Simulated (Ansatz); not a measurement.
PdRhN$_{2}$ in space group R-3m (No. 166; Rh on 3b, Pd on 3a, N on 6c), plane-wave PAW PBE (Ansatz code), all energies at zero smearing, with the estimated change up to a 700 eV cutoff added, with one set of potentials and settings (totals compare only within such a set). Cell of 4 atoms (1 Rh, 1 Pd, 2 N): -14141.135 eV.

| element | reference phase | E (eV/atom) |
|---|---|---|
| Rh | Fm-3m, 1 atoms in the cell | -6402.8911 |
| Pd | Fm-3m, 1 atoms in the cell | -6972.8544 |
| N | Pa-3, 8 atoms in the cell | -384.0325 |

Formation energy per atom, worked out: (-14141.135 − 1×(-6402.8911) − 1×(-6972.8544) − 2×(-384.0325))/4 = 0.669 eV/atom (65 kJ per mol of atoms), at 0 K, without zero-point energy or fitted corrections.

The start of the workflow was typed in or built on a structure type; neither database checked (COD, Materials Project) lists it. Its standing as an ambient phase is unchecked. The cell was relaxed with PBE under the symmetry of its start; its stability against distortions is not shown here. The workflow began spin-polarised and lost its moments. Its formation energy is positive at this level, so the cell may be metastable or incomplete. The references are the lowest solids computed at this level, not always the standard phases (solids in place of the gases).

Potentials: the later of the program's two PAW sets.
